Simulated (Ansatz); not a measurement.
A geometry of SiS₂ away from equilibrium: step 2 of the relaxation of a relaxed SiS2 cell shaken by Gaussian noise of σ = 0.08 Å a coordinate. These are r2SCAN (plane waves to 500 eV, PAW, scalar-relativistic; Ansatz, a program for electronic structure) values and carry that method's errors. Γ-centred k-mesh 5×5×5 on the run's cell, Fermi–Dirac smearing 0.05 eV.

```
SiS2
1.0
    5.76309     0.00578     0.03984
    0.00578     5.68632     0.02492
    0.03984     0.02492     5.77003
Si S
4 8
Direct
  0.00957   0.00552   0.00799
  0.50170   0.50756   0.97222
  0.97715   0.49024   0.49992
  0.48001   0.01169   0.48385
  0.33220   0.35339   0.33759
  0.83394   0.16501   0.65041
  0.64497   0.85263   0.15904
  0.13709   0.65723   0.84917
  0.64275   0.67349   0.65500
  0.14270   0.84768   0.34648
  0.34430   0.16245   0.84198
  0.83075   0.35701   0.14599
```

**Question.** Which atoms carry the largest force, and which way does it point?

**Answer.** 1.11 eV/Å, on Si2 (atoms numbered as listed); on Si2 its components are (-0.61, 0.08, 0.93).

**Question.** What is the pressure?

**Answer.** +0.3 GPa, compression positive.

**Question.** How far above the relaxed end point is this geometry?

**Answer.** 0.02 eV/atom; the path ends in Pa-3 (No. 205).

No spin polarisation in the result.

The end of the path is a generated cell of SiS2: the first start was made by placing the elements on the sites of a structure type, and the end was not matched to a known phase here, so it may be hypothetical.
